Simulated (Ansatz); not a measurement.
Data:

Pb2Au:
```
CELL_PARAMETERS angstrom
     -3.62286     3.62286     2.80930
      3.62286    -3.62286     2.80930
      3.62286     3.62286    -2.80930
ATOMIC_POSITIONS crystal
  Pb 0.15938 0.65938 0.81875
  Pb 0.84062 0.34062 0.18125
  Pb 0.34062 0.15938 0.50000
  Pb 0.65938 0.84062 0.50000
  Au 0.75000 0.75000 0.00000
  Au 0.25000 0.25000 0.00000
```

This is the LDA-relaxed structure.

### Question
All from DFT-LDA in the program Ansatz with PAW potentials, unless another level is named. Predict the formation energy from the elements (no fitted shifts).

### Answer
-0.075 eV/atom.

### Question
Next, the density of states at the Fermi level?

### Answer
0.34 states/eV per atom (mean over ±0.08 eV).

Space group I4/mcm. The workflow started from a Materials Project entry (that database holds measured and hypothetical structures alike); the Crystallography Open Database files this formula in space group No. 140, but the cells were not matched. Its standing as an ambient phase is unchecked. The cell was relaxed with LDA under the symmetry of its start; whether a distortion lowers the energy is not shown. The references are the lowest solids computed at this level, not always the standard phases. Spin–orbit coupling is left out wherever it is not named.

Potentials: the later of the program's two PAW sets.
